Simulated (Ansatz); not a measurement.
Ansatz (an electronic-structure program) input:

Ansatz 0.2 input:
```yaml
crystal:
  lattice:
    - [5.4605706636, 0.0, 0.0]
    - [0.0, 5.4605706636, 0.0]
    - [0.0, 0.0, 5.4605706636]
  atoms:
    - { symbol: Na, position: [0.5, 0.5, 0.5] }
    - { symbol: Na, position: [0.0, 0.0, 0.0] }
    - { symbol: Cl, position: [0.5, 0.0, 0.75] }
    - { symbol: Cl, position: [0.5, 0.0, 0.25] }
    - { symbol: Cl, position: [0.75, 0.5, 0.0] }
    - { symbol: Cl, position: [0.25, 0.5, 0.0] }
    - { symbol: Cl, position: [0.0, 0.75, 0.5] }
    - { symbol: Cl, position: [0.0, 0.25, 0.5] }
kpoints:
  mp_grid: { grid: [16, 16, 16] }
hamiltonian:
  xc: r2scan
  pseudopotentials: { kind: paw }
scf:
  occupations: { method: fermi_dirac, width: 0.1 }
elastic: { mode: relaxed_ion, stencil: two_point, amplitude: 0.005, f_tol: 0.0005 }
```

Output (shortened):

```
Pseudopotential: Na, paw, valence charge 9
Pseudopotential: Cl, paw, valence charge 7
Functional definition: r2SCAN
Crystal: 8 atoms, lattice volume = 162.822 Å³
Basis set: ecut = 500 eV, 4139 PW (Γ), exchange–correlation on 180×180×180 points (64 copies of the dense FFT grid, shifted against one another)
Bands: 38, of which v1, the nominal top of the filled ones, is band 30 counted from 1 (29 counted from 0)
Symmetry: 48 space group operations
Space group: Pm-3n (ITA 223), of the structure as read, at distance tolerance 5.5e-5 Å
k-points: 165 of 4096
SCF 1 converged in 11 iterations: F = -9484.654207 eV  dr2 = 3.27e-14
Crystal: 8 atoms, lattice volume = 162.822 Å³
SCF 2 converged in 2 iterations: F = -9484.654207 eV  dr2 = 1.79e-14
Crystal: 8 atoms, lattice volume = 162.008 Å³
Basis set: ecut = 500 eV, 4091 PW (Γ), exchange–correlation on 180×180×180 points (64 copies of the dense FFT grid, shifted against one another)
Symmetry: 16 space group operations
k-points: 405 of 4096
SCF 3 converged in 12 iterations: F = -9484.652878 eV  dr2 = 8.60e-14
relax step   1: F+E_penalty+E_count = -9484.65287804 eV  Δ(F+E_penalty+E_count) = +0.000e0 eV  max|allowed force component| = 1.178e-2 eV/Å  Δτ_max = 0.0000 Å  (12 SCF iters, accepted)
Crystal: 8 atoms, lattice volume = 162.008 Å³
SCF 4 converged in 9 iterations: F = -9484.652933 eV  dr2 = 9.02e-14
relax step   2: F+E_penalty+E_count = -9484.65293348 eV  Δ(F+E_penalty+E_count) = -5.544e-5 eV  max|allowed force component| = 1.156e-2 eV/Å  Δτ_max = 0.0012 Å  (9 SCF iters, accepted)
Crystal: 8 atoms, lattice volume = 162.008 Å³
SCF 5 converged in 13 iterations: F = -9484.653649 eV  dr2 = 1.84e-14
relax step   3: F+E_penalty+E_count = -9484.65364902 eV  Δ(F+E_penalty+E_count) = -7.155e-4 eV  max|allowed force component| = 1.002e-2 eV/Å  Δτ_max = 0.0613 Å  (13 SCF iters, accepted)
Crystal: 8 atoms, lattice volume = 162.008 Å³
SCF 6 converged in 12 iterations: F = -9484.653954 eV  dr2 = 1.10e-14
relax step   4: F+E_penalty+E_count = -9484.65395395 eV  Δ(F+E_penalty+E_count) = -3.049e-4 eV  max|allowed force component| = 3.229e-3 eV/Å  Δτ_max = 0.0285 Å  (12 SCF iters, accepted)
Crystal: 8 atoms, lattice volume = 162.008 Å³
SCF 7 converged in 11 iterations: F = -9484.654011 eV  dr2 = 1.91e-14
relax step   5: F+E_penalty+E_count = -9484.65401147 eV  Δ(F+E_penalty+E_count) = -5.752e-5 eV  max|allowed force component| = 4.487e-4 eV/Å  Δτ_max = 0.0077 Å  (11 SCF iters, accepted)
Crystal: 8 atoms, lattice volume = 162.008 Å³
SCF 8 converged in 2 iterations: F = -9484.654011 eV  dr2 = 8.99e-15
Crystal: 8 atoms, lattice volume = 163.636 Å³
Basis set: ecut = 500 eV, 4141 PW (Γ), exchange–correlation on 180×180×180 points (64 copies of the dense FFT grid, shifted against one another)
SCF 9 converged in 13 iterations: F = -9484.654426 eV  dr2 = 1.49e-14
relax step   1: F+E_penalty+E_count = -9484.65442631 eV  Δ(F+E_penalty+E_count) = +0.000e0 eV  max|allowed force component| = 1.144e-2 eV/Å  Δτ_max = 0.0000 Å  (13 SCF iters, accepted)
Crystal: 8 atoms, lattice volume = 163.636 Å³
SCF 10 converged in 9 iterations: F = -9484.654479 eV  dr2 = 8.08e-14
relax step   2: F+E_penalty+E_count = -9484.65447871 eV  Δ(F+E_penalty+E_count) = -5.240e-5 eV  max|allowed force component| = 1.152e-2 eV/Å  Δτ_max = 0.0011 Å  (9 SCF iters, accepted)
Crystal: 8 atoms, lattice volume = 163.636 Å³
SCF 11 converged in 14 iterations: F = -9484.650304 eV  dr2 = 1.48e-14
relax step   3: F+E_penalty+E_count = -9484.65030400 eV  Δ(F+E_penalty+E_count) = +4.175e-3 eV  max|allowed force component| = 1.761e-1 eV/Å  Δτ_max = 0.1788 Å  (14 SCF iters, rejected (line search))
Crystal: 8 atoms, lattice volume = 163.636 Å³
SCF 12 converged in 13 iterations: F = -9484.655004 eV  dr2 = 9.92e-14
relax step   4: F+E_penalty+E_count = -9484.65500430 eV  Δ(F+E_penalty+E_count) = -5.256e-4 eV  max|allowed force component| = 1.253e-2 eV/Å  Δτ_max = 0.0110 Å  (13 SCF iters, accepted)
Crystal: 8 atoms, lattice volume = 163.636 Å³
SCF 13 converged in 13 iterations: F = -9484.663227 eV  dr2 = 6.39e-14
relax step   5: F+E_penalty+E_count = -9484.66322711 eV  Δ(F+E_penalty+E_count) = -8.223e-3 eV  max|allowed force component| = 2.170e-2 eV/Å  Δτ_max = 0.0975 Å  (13 SCF iters, accepted)
Crystal: 8 atoms, lattice volume = 163.636 Å³
SCF 14 converged in 14 iterations: F = -9484.502977 eV  dr2 = 4.40e-14
relax step   6: F+E_penalty+E_count = -9484.50297655 eV  Δ(F+E_penalty+E_count) = +1.603e-1 eV  max|allowed force component| = 8.784e-1 eV/Å  Δτ_max = 0.1462 Å  (14 SCF iters, rejected (line search))
Crystal: 8 atoms, lattice volume = 163.636 Å³
SCF 15 converged in 14 iterations: F = -9484.664153 eV  dr2 = 2.25e-14
relax step   7: F+E_penalty+E_count = -9484.66415296 eV  Δ(F+E_penalty+E_count) = -9.258e-4 eV  max|allowed force component| = 9.362e-3 eV/Å  Δτ_max = 0.0142 Å  (14 SCF iters, accepted)
Crystal: 8 atoms, lattice volume = 163.636 Å³
SCF 16 converged in 12 iterations: F = -9484.664225 eV  dr2 = 1.23e-14
relax step   8: F+E_penalty+E_count = -9484.66422476 eV  Δ(F+E_penalty+E_count) = -7.180e-5 eV  max|allowed force component| = 7.222e-3 eV/Å  Δτ_max = 0.0108 Å  (12 SCF iters, accepted)
Crystal: 8 atoms, lattice volume = 163.636 Å³
SCF 17 converged in 11 iterations: F = -9484.664283 eV  dr2 = 1.59e-14
relax step   9: F+E_penalty+E_count = -9484.66428295 eV  Δ(F+E_penalty+E_count) = -5.819e-5 eV  max|allowed force component| = 1.365e-4 eV/Å  Δτ_max = 0.0042 Å  (11 SCF iters, accepted)
Crystal: 8 atoms, lattice volume = 163.636 Å³
SCF 18 converged in 2 iterations: F = -9484.664283 eV  dr2 = 9.15e-15
Crystal: 8 atoms, lattice volume = 162.821 Å³
Basis set: ecut = 500 eV, 4115 PW (Γ), exchange–correlation on 180×180×180 points (64 copies of the dense FFT grid, shifted against one another)
Symmetry: 8 space group operations
k-points: 657 of 4096
SCF 19 converged in 11 iterations: F = -9484.653971 eV  dr2 = 3.80e-14
relax step   1: F+E_penalty+E_count = -9484.65397067 eV  Δ(F+E_penalty+E_count) = +0.000e0 eV  max|allowed force component| = 9.170e-3 eV/Å  Δτ_max = 0.0000 Å  (11 SCF iters, accepted)
Crystal: 8 atoms, lattice volume = 162.821 Å³
SCF 20 converged in 10 iterations: F = -9484.654006 eV  dr2 = 7.12e-15
relax step   2: F+E_penalty+E_count = -9484.65400574 eV  Δ(F+E_penalty+E_count) = -3.507e-5 eV  max|allowed force component| = 4.166e-3 eV/Å  Δτ_max = 0.0035 Å  (10 SCF iters, accepted)
Crystal: 8 atoms, lattice volume = 162.821 Å³
SCF 21 converged in 9 iterations: F = -9484.654015 eV  dr2 = 1.01e-14
relax step   3: F+E_penalty+E_count = -9484.65401486 eV  Δ(F+E_penalty+E_count) = -9.120e-6 eV  max|allowed force component| = 1.164e-4 eV/Å  Δτ_max = 0.0011 Å  (9 SCF iters, accepted)
Crystal: 8 atoms, lattice volume = 162.821 Å³
SCF 22 converged in 2 iterations: F = -9484.654015 eV  dr2 = 4.98e-15
Crystal: 8 atoms, lattice volume = 162.821 Å³
SCF 23 converged in 11 iterations: F = -9484.653971 eV  dr2 = 3.93e-14
relax step   1: F+E_penalty+E_count = -9484.65397067 eV  Δ(F+E_penalty+E_count) = +0.000e0 eV  max|allowed force component| = 9.170e-3 eV/Å  Δτ_max = 0.0000 Å  (11 SCF iters, accepted)
Crystal: 8 atoms, lattice volume = 162.821 Å³
SCF 24 converged in 10 iterations: F = -9484.654006 eV  dr2 = 6.42e-15
relax step   2: F+E_penalty+E_count = -9484.65400574 eV  Δ(F+E_penalty+E_count) = -3.507e-5 eV  max|allowed force component| = 4.166e-3 eV/Å  Δτ_max = 0.0035 Å  (10 SCF iters, accepted)
Crystal: 8 atoms, lattice volume = 162.821 Å³
SCF 25 converged in 9 iterations: F = -9484.654015 eV  dr2 = 1.01e-14
relax step   3: F+E_penalty+E_count = -9484.65401486 eV  Δ(F+E_penalty+E_count) = -9.120e-6 eV  max|allowed force component| = 1.164e-4 eV/Å  Δτ_max = 0.0011 Å  (9 SCF iters, accepted)
Crystal: 8 atoms, lattice volume = 162.821 Å³
SCF 26 converged in 2 iterations: F = -9484.654015 eV  dr2 = 4.98e-15
WARN: C11 and the rest of its column (C11 to C61, from strain 11), every constant that the crystal's symmetry builds from them, which can be the whole tensor …
SCF converged after 2 iterations
Free energy (F): -9484.654207 eV
Harris-Foulkes:  -9484.654207 eV  (|F-HF|=3.64e-12)
Internal energy: -9484.525705 eV  (E = F + TS)
E sigma→0 (E₀):  -9484.589956 eV
Entropy (-TS):   -0.128502 eV (-16.063 meV/atom)
Fermi energy:    2.799277 eV
--- Per-component energies (eV) ---
  E_band       = -539.438821
  E_kinetic    = 1199.137088
  E_local      = -3626.798484  (includes V_loc(G=0)·N_el)
  E_nonlocal   = 402.122739
  E_hartree    = 1210.920750
  E_xc         = -694.059369
  E_vxc        = -912.693967  (∫ρ·V_xc dr)
  E_paw        = -4532.220235  (= ΣΔE_a)
  E_vpaw       = -74.990165  (= ΣTr[D̂ρ^β])
  E_aug_tail   = 0.000177  (compensation charges beyond the density's cutoff)
  E_vtau       = 51.942292  (kinetic-family band-sum trace: ∫τ·v_τ [+ j·A + Jᵃ·Aᵃ] dr)
  E_ewald      = -3442.757395
  E_core_change = -0.870975  (= ΣΔE_core)
  E_smearing   = -0.128502  (= −TS)
  E_closure    =  0.000000  (closes the sum)
  Σ components = -9484.654207   (vs F -9484.654207, Δ=0.00e0)
--- Forces (eV/Å), atoms counted from 1 ---
  atom   1  Na     0.00000000     0.00000000     0.00000000
  atom   2  Na     0.00000000     0.00000000     0.00000000
  atom   3  Cl     0.00000000     0.00000000     0.00000000
  atom   4  Cl     0.00000000     0.00000000     0.00000000
  atom   5  Cl     0.00000000     0.00000000     0.00000000
  atom   6  Cl     0.00000000     0.00000000     0.00000000
  atom   7  Cl     0.00000000     0.00000000     0.00000000
  atom   8  Cl     0.00000000     0.00000000     0.00000000
  max |Σ_I F_I| component: 8.38e-18 eV/Å
--- Stress (GPa, compression-positive) ---
        0.150081       0.000000       0.000000
        0.000000       0.150081       0.000000
        0.000000       0.000000       0.150081
  P = ⅓ Tr σ = 0.1501 GPa (1.501 kbar)
--- Band table (eV; the first three rows and the last of 165) ---
  k-point 0: bands = ["-49.2017", "-49.2016", "-19.6133", "-19.6133", "-19.6133", "-19.6108", "-19.6108", "-19.6108", "-12.7833", "-11.8131", "-11.8131", "-10.5579", "-10.5579", "-10.5579", "-1.7423", "-1.7423", "-1.1483", "-0.5425", "-0.5425", "-0.5425", …
  k-point 1: bands = ["-49.2017", "-49.2016", "-19.6134", "-19.6133", "-19.6133", "-19.6109", "-19.6108", "-19.6108", "-12.7741", "-11.8222", "-11.8045", "-10.5755", "-10.5577", "-10.5577", "-1.7420", "-1.7191", "-1.1456", "-0.5441", "-0.5441", "-0.5012", …
  k-point 2: bands = ["-49.2017", "-49.2016", "-19.6135", "-19.6132", "-19.6132", "-19.6111", "-19.6109", "-19.6109", "-12.7466", "-11.8490", "-11.7788", "-10.6267", "-10.5574", "-10.5574", "-1.7410", "-1.6697", "-1.1063", "-0.5490", "-0.5490", "-0.3914", …
  k-point 164: bands = ["-49.2017", "-49.2017", "-19.6134", "-19.6134", "-19.6134", "-19.6134", "-19.6134", "-19.6134", "-11.4618", "-11.4618", "-11.4618", "-11.4618", "-11.4618", "-11.4618", "-0.6430", "-0.6430", "0.5615", "0.5615", "0.5615", "0.5615", …
--- Elastic constants: 2 strain directions × 2 members + reference (group order 48) ---
  dense FFT box of the reference and of every strained cell: 45×45×45
  strains applied: 11, 23; error gains: componentwise 1.00 (the most a stress slope's error grows in a printed constant), spectral 1.73 (1 for all six strains …
  C = ∂σ_k/∂η_j (tension-positive GPa; Voigt order 11 22 33 23 13 12):
      -190.586     49.934     49.934      0.000      0.000      0.000
        49.934   -190.586     49.934      0.000      0.000      0.000
        49.934     49.934   -190.586      0.000      0.000      0.000
         0.000      0.000      0.000     15.063      0.000      0.000
         0.000      0.000      0.000      0.000     15.063      0.000
         0.000      0.000      0.000      0.000      0.000     15.063
  reference stress σ⁰ (GPa):     -0.150     -0.150     -0.150      0.000      0.000      0.000
  moduli (Voigt/Reuss/Hill, GPa): K = -30.24/-30.24/-30.24   G = -39.07/27.39/-5.84   E = -16.45   ν = 0.409
  mechanically stable: NO (min eigenvalue of sym C = -240.52 GPa)
  harmonic check of the ions' relaxations: strain 11: 1 of 1 pair far from harmonic (see the warning)
  the stresses are not corrected for the forces that the relaxations left standing (`elastic.f_tol`)
  strain η (Voigt 11):  stress-route row diagonal C_11 = -190.59 GPa, energy-path curvature d²(F+E_count+ΔE)/dδ²/Ω₀ = -388.87 GPa
         δ    σ_11 (GPa)             F (eV)   n_scf  n_hpsi   n_pw
    -5.000e-3      -0.0653       -9484.6540115       2  129924   4144   relax 5 steps, max|allowed force component| 4.49e-4 eV/Å
     5.000e-3      -1.9711       -9484.6642829       2  130658   4224   relax 9 steps, max|allowed force component| 1.36e-4 eV/Å
  strain η (Voigt 23):  stress-route row diagonal C_44 = 15.06 GPa, energy-path curvature d²(F+E_count+ΔE)/dδ²/Ω₀ = 15.14 GPa
         δ    σ_23 (GPa)             F (eV)   n_scf  n_hpsi   n_pw
    -5.000e-3      -0.0753       -9484.6540149       2  208109   4200   relax 3 steps, max|allowed force component| 1.16e-4 eV/Å
     5.000e-3       0.0753       -9484.6540149       2  208126   4200   relax 3 steps, max|allowed force component| 1.16e-4 eV/Å
```

Cost: roughly 100 core-minutes on shared cores.

The workflow started from a Materials Project entry (that database holds measured and hypothetical structures alike); the Crystallography Open Database copy checked does not list it. Its standing as an ambient phase is unchecked. The cell was relaxed with r²SCAN under the symmetry of its start. At this level the phase is dynamically unstable (imaginary phonons).

Potentials: the later of the program's two PAW sets.

Ansatz is a plane-wave DFT program.
